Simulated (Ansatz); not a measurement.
Cell and atoms are relaxed with the symmetry kept. Start:

```
Cu Sb
1.0
     3.89734    0.00000    0.00000
     0.00000    3.89734    0.00000
     0.00000    0.00000    3.89734
Cu Sb
3 1
Direct
  0.50000 0.50000 0.00000
  0.50000 0.00000 0.50000
  0.00000 0.50000 0.50000
  0.00000 0.00000 0.00000
```

Method: DFT r2SCAN, scalar-relativistic, plane waves, PAW in Ansatz 0.2.0.

Cutoff 500 eV; k points 12×12×12 on the computed 4-atom cell (Γ-centred); Gaussian smearing, width 0.10 eV; no spin polarisation.

**Question.** What does it relax to?

**Answer.** The volume falls by 0.37 Å³/atom to 14.43 Å³/atom, and the energy falls by 3.5 meV/atom. Final structure:
```xyz
4
Lattice="3.8643 0.0000 0.0000 0.0000 3.8643 0.0000 0.0000 0.0000 3.8643" Properties=species:S:1:pos:R:3 pbc="T T T"
Cu    1.9322    1.9322    0.0000
Cu    1.9322    0.0000    1.9322
Cu    0.0000    1.9322    1.9322
Sb    0.0000    0.0000    0.0000
```

Cost: 1 run of about 1 core-minutes, on Intel Xeon 6975P-C (Granite Rapids) (shared hosts).